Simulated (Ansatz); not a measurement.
**TlSiSe₂: relaxation (Ansatz)**

input.yaml:

```yaml
crystal:
  lattice:
    - [-3.939774, 3.939774, 3.353229]
    - [3.939774, -3.939774, 3.353229]
    - [3.939774, 3.939774, -3.353229]
  atoms:
    - { symbol: Se, position: [0.6731, 0.1731, 0.8462] }
    - { symbol: Se, position: [0.1731, 0.3269, 0.5] }
    - { symbol: Se, position: [0.3269, 0.8269, 0.1538] }
    - { symbol: Se, position: [0.8269, 0.6731, 0.5] }
    - { symbol: Si, position: [0.25, 0.25, 0.0] }
    - { symbol: Si, position: [0.75, 0.75, 0.0] }
    - { symbol: Tl, position: [0.75, 0.25, 0.5] }
    - { symbol: Tl, position: [0.25, 0.75, 0.5] }
  symmetry: { tolerance: 0.0003 }
kpoints:
  mp_grid: { grid: [6, 6, 6], shift: [0, 0, 0] }
magnetization:
  spin_polarized: false
scf:
  occupations: { method: methfessel_paxton, width: 0.1199 }
  lower_state_search: "off"
hamiltonian:
  pseudopotentials: { kind: paw }
  xc: pbe
basis:
  ecutwfc: 420
  fft_grid_basis: typed
relax:
  max_steps: 40
  cell: { p_target: 0.0 }
  f_tol: 0.03
output:
  forces: true
  stress: true
  eigenvalues: true
  bader: true
  populations: true
  elf: true
  write_potential: true
  volumetric_format: npy
  dos:
    e_range: [-12, 8]
    de: 0.05
    projected: { site_lists: { Se: [Se], Si: [Si], Tl: [Tl] } }
checkpoint:
  read: saved_state
```

Launch command:

```bash
ansatz run input.yaml --threads 2 --pin off --max-ram 2560MiB --backend cpu --events-out ev --progress --plain --runs-dir out
```

Origin of the cell: a known structure type with other elements, at an estimated volume, so it need not be a known compound.

The saved state is a converged single point of the same cell.

Output (shortened):

```
Pseudopotentials: kind: paw
Pseudopotential: Se, paw, valence charge 16, recommended cutoff 420 eV (normal), Se.paw.azcp
Pseudopotential: Si, paw, valence charge 4, recommended cutoff 420 eV (normal), Si.paw.azcp
Pseudopotential: Tl, paw, valence charge 13, recommended cutoff 420 eV (normal), Tl.paw.azcp
Functional definition: PBE
  exchange = pbe_x(kappa = kappa, mu = beta*pi^2/3)
  correlation = pbe_c(beta = beta)
Crystal: 8 atoms, lattice volume = 208.193 Å³
Basis set: ecut = 420 eV, 4079 PW (Γ), exchange–correlation on 90×90×90 points (8 copies of the dense FFT grid, shifted against one another)
Bands: 59, of which v1, the nominal top of the filled ones, is band 49 counted from 1 (48 counted from 0)
Symmetry: 16 space group operations
[… 9 lines left out …]
Initial density: read from a saved state, or passed on in memory by an earlier SCF of this step, an earlier step, the calling program or the single point that the run made first
Functional: x = pbe(κ = 0.804, μ = 0.219515), c = pbe(β = 0.066725)
SCF iter   1: F=—  HF=-46031.909206 eV  Δρ=1.35e-3  dr2=6.94e-3
SCF iter   2: F=—  HF=-46031.908305 eV  S|Δr|=    0.00e0  Δρ=8.25e-4  dr2=2.88e-3
SCF iter   3: F=—  HF=-46031.907628 eV  S|Δr|=    0.00e0  Δρ=1.43e-4  dr2=5.61e-5
SCF iter   4: F=—  HF=-46031.907620 eV  S|Δr|=    0.00e0  Δρ=5.34e-5  dr2=7.36e-6
SCF iter   5: F=—  HF=-46031.907622 eV  S|Δr|=    0.00e0  Δρ=1.69e-5  dr2=1.01e-6
SCF iter   6: F=—  HF=-46031.907621 eV  S|Δr|=    0.00e0  Δρ=7.95e-6  dr2=1.68e-7
SCF iter   7: F=-46031.907621 eV  HF=-46031.907621 eV  S|Δr|=    0.00e0  Δρ=2.42e-6  dr2=1.62e-8
relax step   1: F+E_penalty+E_count = -46031.907621 eV  Δ(F+E_penalty+E_count) = +0.000e0 eV  max|allowed force component| = 1.691e0 eV/Å  Δτ_max = 0.0000 Å  P = +4.662 GPa  Ω = 208.193 Å³  ( […]
relax step   2: F+E_penalty+E_count = -46033.086905 eV  Δ(F+E_penalty+E_count) = -1.179e0 eV  max|allowed force component| = 5.526e-1 eV/Å  Δτ_max = 0.1909 Å  P = -1.054 GPa  Ω = 211.739 Å³ […]
relax step   3: F+E_penalty+E_count = -46033.671692 eV  Δ(F+E_penalty+E_count) = -5.848e-1 eV  max|allowed force component| = 2.344e-1 eV/Å  Δτ_max = 0.1972 Å  P = +0.449 GPa  Ω = 191.560 Å³ […]
relax step   4: F+E_penalty+E_count = -46033.871808 eV  Δ(F+E_penalty+E_count) = -2.001e-1 eV  max|allowed force component| = 9.707e-2 eV/Å  Δτ_max = 0.1402 Å  P = +1.597 GPa  Ω = 180.958 Å³ […]
relax step   5: F+E_penalty+E_count = -46033.895224 eV  Δ(F+E_penalty+E_count) = -2.342e-2 eV  max|allowed force component| = 6.635e-2 eV/Å  Δτ_max = 0.0039 Å  P = +0.267 GPa  Ω = 185.484 Å³ […]
relax step   6: F+E_penalty+E_count = -46033.900373 eV  Δ(F+E_penalty+E_count) = -5.149e-3 eV  max|allowed force component| = 2.321e-2 eV/Å  Δτ_max = 0.0520 Å  P = -0.078 GPa  Ω = 185.459 Å³ […]
relax step   7: F+E_penalty+E_count = -46033.901836 eV  Δ(F+E_penalty+E_count) = -1.462e-3 eV  max|allowed force component| = 4.732e-4 eV/Å  Δτ_max = 0.0121 Å  P = -0.007 GPa  Ω = 185.411 Å³ […]
relax step   8: F+E_penalty+E_count = -46033.901948 eV  Δ(F+E_penalty+E_count) = -1.124e-4 eV  max|allowed force component| = 5.046e-4 eV/Å  Δτ_max = 0.0021 Å  P = -0.001 GPa  Ω = 185.304 Å³ […]
relax step   9: F+E_penalty+E_count = -46033.900101 eV  Δ(F+E_penalty+E_count) = +1.847e-3 eV  max|allowed force component| = 6.656e-4 eV/Å  Δτ_max = 0.0000 Å  P = -0.019 GPa  Ω = 185.304 Å³  stress off target by 2.57e-2 GPa […]
SCF 9 converged in 7 iterations: F = -46033.900101 eV  dr2 = 5.21e-12
basis re-selected at this cell: Δ(F+E_penalty+E_count) = +1.847e-3 eV, ΔP = -0.018 GPa vs the last step (what re-selecting the basis moved, of the pressure what is left beyond the Pulay corre […]
SCF converged after 7 iterations
Stability not checked: this state was not tested for a lower state beside it, because cold or Methfessel-Paxton smearing, or corrected tetrahedra, fill the levels in a way that the test cannot read (fill_not_monotonic; […]
Free energy (F): -46033.900101 eV
Harris-Foulkes:  -46033.900101 eV  (|F-HF|=1.46e-11)
Internal energy: -46033.899700 eV  (E = F + TS)
E sigma→0 (E₀):  -46033.900001 eV
Entropy (-TS):   -0.000401 eV (-0.050 meV/atom)
Fermi energy:    9.221132 eV
--- Per-component energies (eV) ---
  E_band       = -1432.016022
  E_kinetic    = 1210.096174
  E_local      = -11810.120539  (includes V_loc(G=0)·N_el)
  E_nonlocal   = -1693.012654
  E_hartree    = 5652.118169
  E_xc         = -983.041219
  E_vxc        = -762.959041  (∫ρ·V_xc dr)
  E_paw        = -29001.005936  (= ΣΔE_a)
  E_vpaw       = 319.746126  (= ΣTr[D̂ρ^β])
  E_aug_tail   = -0.002263  (compensation charges beyond the density's cutoff)
  E_ewald      = -9408.931432
  E_smearing   = -0.000401  (= −TS)
  Σ components = -46033.900101   (vs F -46033.900101, Δ=0.00e0)
--- Forces (eV/Å), atoms counted from 1 ---
  atom   1  Se     0.000666     0.000666     0.000000
  atom   2  Se    -0.000666     0.000666    -0.000000
  atom   3  Se    -0.000666    -0.000666    -0.000000
  atom   4  Se     0.000666    -0.000666     0.000000
  atom   5  Si    -0.000000     0.000000     0.000000
  atom   6  Si     0.000000     0.000000    -0.000000
  atom   7  Tl    -0.000000     0.000000     0.000000
  atom   8  Tl    -0.000000     0.000000    -0.000000
  max |Σ_I F_I| component: 3.01e-17 eV/Å
--- Stress (GPa, compression-positive) ---
       -0.025742      -0.000000      -0.000000
       -0.000000      -0.025742       0.000000
       -0.000000       0.000000      -0.005754
  P = ⅓ Tr σ = -0.0191 GPa (-0.191 kbar)
--- Relaxed structure (8 steps of the walk, 8 accepted, 1 SCFs on fresh bases) ---
  F+E_penalty+E_count = -46033.900101 eV   max|allowed force component| = 6.656e-4 eV/Å   (the final SCF, on the basis selected at the relaxed cell)
  cell:  # Å, volume = 185.3042 Å³
    - [-3.602150, 3.602150, 3.570276]
    - [3.602150, -3.602150, 3.570276]
    - [3.602150, 3.602150, -3.570276]
  atoms:
    - { symbol: Se, position: [0.723923, 0.223923, 0.947845] }
    - { symbol: Se, position: [0.223923, 0.276077, 0.5] }
    - { symbol: Se, position: [0.276077, 0.776077, 0.052155] }
    - { symbol: Se, position: [0.776077, 0.723923, 0.5] }
    - { symbol: Si, position: [0.250000, 0.250000, 5.469e-19] }
    - { symbol: Si, position: [0.750000, 0.750000, 5.469e-19] }
    - { symbol: Tl, position: [0.75, 0.250000, 0.5] }
    - { symbol: Tl, position: [0.250000, 0.75, 0.5] }
--- Löwdin populations: 8 sites ---
  site symbol       q [e]
     0     Se     16.0830
     1     Se     16.0830
     2     Se     16.0830
     3     Se     16.0830
     4     Si      3.7403
     5     Si      3.7403
     6     Tl     12.9555
     7     Tl     12.9555
  spilling = 0.002823 (of n_electrons = 98.000000)
--- Bader charges: 8 sites ---
  site symbol  charge [e]  shift [e]
     0     Se     -0.5395     0.0000
     1     Se     -0.5395     0.0000
     2     Se     -0.5395     0.0000
     3     Se     -0.5395     0.0000
     4     Si      0.5281     0.0000
     5     Si      0.5281     0.0000
     6     Tl      0.5510     0.0000
     7     Tl      0.5509     0.0000
  estimated error of the sums over rays = 4.5e-4 e
```

Before:

Space group I4/mcm (No. 140); the run's cell has a = 6.503 Å, b = 6.503 Å, c = 6.503 Å, α = 105.42°, β = 105.42°, γ = 117.92°. Shortest distances: Se–Tl 2.56 Å, Si–Si 3.35 Å, Tl–Tl 3.35 Å, Se–Si 3.36 Å.

The relaxed structure.

Space group I4/mcm (No. 140); the run's cell has a = 6.221 Å, b = 6.221 Å, c = 6.221 Å, α = 109.23°, β = 109.23°, γ = 109.95°. Shortest distances: Se–Tl 2.90 Å, Se–Si 3.12 Å, Si–Si 3.57 Å, Tl–Tl 3.57 Å.

- Free energy lowered by: 249.1 meV/atom
- Volume change: -10.99 %
- Final pressure: -0.02 GPa
- Relaxation steps listed: 9

Caveats: no spin-orbit coupling, though heavy elements are present; the relaxation held the start's symmetry, so the end may be a saddle point.

Time: 2.6 min on 2 threads of Arm Neoverse V1 (shared host), peak memory 0.68 GiB, from a saved density.
